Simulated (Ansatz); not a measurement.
In2O3 (corundum, R-3c), r²SCAN (plane waves, PAW; program Ansatz), all energies at zero smearing, with the estimated change up to a 700 eV cutoff added, with one set of potentials and settings (totals compare only within such a set). Cell of 10 atoms (4 In, 6 O): -25861.713 eV.

| element | reference phase | E (eV/atom) |
|---|---|---|
| In | I4/mmm, 1 atoms in the cell | -5611.8812 |
| O | C2/m, 4 atoms in the cell, spin-polarised | -566.0346 |

Formation energy per atom, worked out: (-25861.713 − 4×(-5611.8812) − 6×(-566.0346))/10 = -1.798 eV/atom (-173 kJ per mol of atoms), at 0 K, without zero-point energy or fitted corrections.

The workflow started from a Materials Project entry (that database holds measured and hypothetical structures alike); the Crystallography Open Database files this formula in space group No. 167, but the cells were not matched. It is not the phase usual at ambient conditions (space group No. 206). The r²SCAN relaxation kept the symmetry of its start; whether a distortion lowers the energy is not shown. The references are the lowest solids computed at this level, not always the standard phases (solids in place of the gases).

Potentials: the earlier of the program's two PAW sets.
